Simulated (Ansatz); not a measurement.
Cr2C:
Space group P4/nmm, origin choice 1 (No. 129); a = b = 3.0770 Å, c = 5.6257 Å, α = β = γ = 90.00°

```csv
atom,site,symmetry,x,y,z
Cr,2a,-4m2,0.0000,0.0000,0.0000
Cr,2c,4mm,0.5000,0.0000,0.3557
C,2c,4mm,0.0000,0.5000,0.2829
```

Relaxed with PBEsol.

Q: Decompose the optical modes at the zone centre into irreducible representations, and say which are infrared and Raman allowed.

A: Point group 4/mmm: Γ_opt = 2A1g + 2A2u + B1g + 3Eg + 2Eu. Infrared: A2u, Eu. Raman: A1g, B1g, Eg.

Q: Assign frequencies (DFPT, PBEsol in the plane-wave PAW code Ansatz).

A: Eu 180, Eg 237, B1g 330, Eg 345, A1g 348, Eu 365, A2u 372, Eg 439, A1g 553, A2u 576 cm⁻¹.

Subscripts of B labels follow the axes of the standard setting.

A made-up cell: these elements were put on the sites of a structure type; neither database checked (COD, Materials Project) lists it. Its standing as an ambient phase is unchecked. The cell was relaxed with PBEsol under the symmetry of its start; its stability against distortions is not shown here. The workflow began spin-polarised and lost its moments. As this level gives no gap, phonon frequencies hold no LO–TO term and depend on the k-mesh and smearing (Fermi–Dirac, 0.1 eV here).

Potentials: the later of the program's two PAW sets.
